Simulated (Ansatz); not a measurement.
In PBEsol (plane waves, PAW; program Ansatz), CdSiN2 in the trigonal phase (R-3m; Cd on 3a, Si on 3b, N on 6c) relaxes to a = 2.894 Å, c = 16.397 Å. Si has 6 nearest neighbours from 1.94 Å (octahedral). Against the elements it lies at -25 kJ/mol of atoms, with no fitted shifts.

The Kohn–Sham gap is 1.26 eV (indirect). Electrons at the band edge weigh 0.14, 0.31, 0.31 mₑ (principal values). The hole mass is 0.32, 0.95, 1.6 mₑ (principal values).

The bulk modulus is 217 GPa. The relaxed-ion elastic constants in GPa are C11 = 445, C12 = 128, C13 = 100, C14 = -12.5, C33 = 417, C44 = 40.5. The elastic constants imply a Debye temperature near 562 K. Perturbation theory gives ε∞ = 7.71 (xx = yy), 11.5 (zz). Letting the ions move raises it to ε0 = 65.7 (xx = yy), 25.6 (zz). Born charges are Cd +2.54, Si +3.96, N -3.25 e. Without the LO–TO term the highest mode at Γ lies at 673 cm^-1.

The start of the workflow was typed in or built on a structure type; neither database checked (COD, Materials Project) lists it. Its standing as an ambient phase is unchecked. Symmetry was held in the PBEsol relaxation; its stability against distortions is not shown here. The references are the lowest solids computed at this level, not always the standard phases (solids in place of the gases). Scalar-relativistic: spin–orbit coupling is off unless named, which matters more the heavier the elements.

Potentials: the earlier of the program's two PAW sets. The files were generated under PBE; for other functionals the program regenerates the frozen cores, and for LDA and PBEsol the local potential too.
